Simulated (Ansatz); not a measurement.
Si₂Os in space group Fddd (No. 70; Si on 16f, Os on 8a) under volume change, r²SCAN in the plane-wave PAW code Ansatz, shape and atoms relaxed at each volume.

| V (Å³/atom) | E − E(relaxed) (meV/atom) | P (GPa) |
|---|---|---|
| 12.045 | 87.6 | 25.81 |
| 12.442 | 36.6 | 15.68 |
| 12.839 | 8.6 | 7.15 |
| 13.236 | 0.0 | 0.00 |
| 13.634 | 7.6 | -5.93 |
| 14.031 | 28.6 | -10.82 |
| 14.428 | 60.4 | -14.75 |

**Question.** What does a third-order Birch–Murnaghan fit give for V₀, B₀ and B′?

**Answer.** V₀ = 13.24 Å³/atom, B₀ = 215 GPa, B′ = 5.1.

The cell is a constructed one: a structure type filled with these elements; neither database checked (COD, Materials Project) lists it. Its standing as an ambient phase is unchecked. Symmetry was held in the r²SCAN relaxation; its stability against distortions is not shown here. The run is not spin-polarised. Spin–orbit coupling is left out wherever it is not named.

Potentials: the later of the program's two PAW sets.
